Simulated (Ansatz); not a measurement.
Trial structures of Li3Ta2O: starts and ends

Method: DFT PBE, scalar-relativistic, plane waves, PAW in Ansatz 0.2.0. All cells share a 420 eV cutoff and Γ-centred k meshes spaced at most about 0.3 Å⁻¹ (about 0.25 or finer for metals, 2π included). No spin polarisation in the final relaxations.

Each guess was relaxed in cell and atoms at zero pressure, within the symmetry of its start. These are static total energies at zero pressure. Coordination counts Li or Ta atoms around O (for each partner element, those within 1.25 times its shortest distance or 1.15 times the sum of covalent radii, where it is the nearest in units of that sum or under 1.3; the shortest distance is added where it is long for a bond).

```
guess      made from  start group  V start (Å³/atom)  end group  V end (Å³/atom)  coordination at the end  gap on mesh (eV)  E over the lowest end (meV/atom)
    1   LaB2Rh3 type       P6/mmm               12.0     P6/mmm             16.2                      O 6                 0                              1036
    2  Zr2CuSb3 type        P-4m2               12.5      P-4m2             13.9                      O 8                 0                               201
    3    random cell         R-3m               12.5       R-3m             12.8          O 12 from 2.3 Å                 0                               478
    4    random cell       P4/mmm               15.1          ?                ?                        ?                 ?                                 ?
    5    K3I2Br type        P-3m1               13.6      P-3m1             15.1                      O 6                 0                                 0
```

Guess 4 as it starts:

```yaml
crystal:
  lattice:
    - [4.39339, 0.00000, 0.00000]
    - [0.00000, 4.39339, 0.00000]
    - [0.00000, 0.00000, 4.67861]
  atoms:
    - { symbol: Li, position: [0.00000, 0.00000, 0.26199] }
    - { symbol: Li, position: [0.00000, 0.00000, 0.73801] }
    - { symbol: Li, position: [0.50000, 0.50000, 0.50000] }
    - { symbol: Ta, position: [0.50000, 0.00000, 0.00000] }
    - { symbol: Ta, position: [0.00000, 0.50000, 0.00000] }
    - { symbol: O, position: [0.50000, 0.50000, 0.00000] }
```

Task: Fill in the missing row: what does this guess relax into, and where does it rank?

Result: It ends in space group P4/mmm (No. 123), with a = 4.115 Å, c = 6.242 Å, 17.6 Å³/atom and no gap. It lies 169 meV/atom over the lowest end, above guess 5 and below guess 2. Counting Li or Ta atoms around O, this end has O 4 and the lowest (guess 5) has O 6.

```
Li Ta O
1.0
     4.11527    0.00000    0.00000
     0.00000    4.11527    0.00000
     0.00000    0.00000    6.24178
Li Ta O
3 2 1
Direct
  0.00000 0.00000 0.31139
  0.00000 0.00000 0.68861
  0.50000 0.50000 0.50000
  0.50000 0.00000 0.00000
  0.00000 0.50000 0.00000
  0.50000 0.50000 0.00000
```

Energies over the elements count from the elements' standard structures at the same level (O₂ as a molecule), with no fitted energy shifts.

Task: Is the lowest end bound against the elements?

Result: Yes: its formation energy is −0.30 eV/atom. Whether it is stable depends on the other phases of the system, which aren't compared here.

Spin–orbit coupling, which can matter for Ta, is left out. Cells relaxed within their symmetry can be saddle points. A lower structure may well exist outside this small set. Some structure types and database cells were kept out of the candidates from the start, so a known form may be missing.
